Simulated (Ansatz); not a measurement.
This cell of CuI (zinc blende) is off equilibrium:

```
CuI
1.0
    0.00000     2.96965     2.96965
    2.96965     0.00000     2.96965
    2.96965     2.96965     0.00000
I Cu
1 1
Direct
  0.75000   0.75000   0.75000
  0.00000   0.00000   0.93809
```

All values below come from PBEsol (plane waves to 420 eV, PAW, scalar-relativistic; Ansatz, an electronic-structure program). k mesh 8×8×8 (Γ-centred), Fermi-Dirac smearing 0.05 eV. The energy includes the smearing's −TS. Stress and pressure are positive under compression. CuI is run without spin polarisation. CuI was relaxed with its symmetry unable to fall. Spin-orbit coupling is left out, though I is heavy.

Problem. Predict the force on every atom, in eV/Å.

Solution. 
```json
[
 {"atom": "I1", "Fx": "-0.716", "Fy": "-0.716", "Fz": "-0.539"},
 {"atom": "Cu2", "Fx": "0.716", "Fy": "0.716", "Fz": "0.539"}
]
```

Problem. What is the stress tensor (GPa)?

Solution. 
```
   1.43     1.78     2.99
   1.78     1.43     2.99
   2.99     2.99     2.16
```
The pressure, a third of the trace, is 1.67 GPa.

Problem. In it atom 2 sits (-0.184, -0.184, 0.000) Å away from its relaxed site. What is its energy relative to the relaxed cell?

Solution. 120.9 meV/cell.

(For displaced atoms, the force is minus the slope of the energy, and its curvature is a force constant, which sets phonon frequencies.)
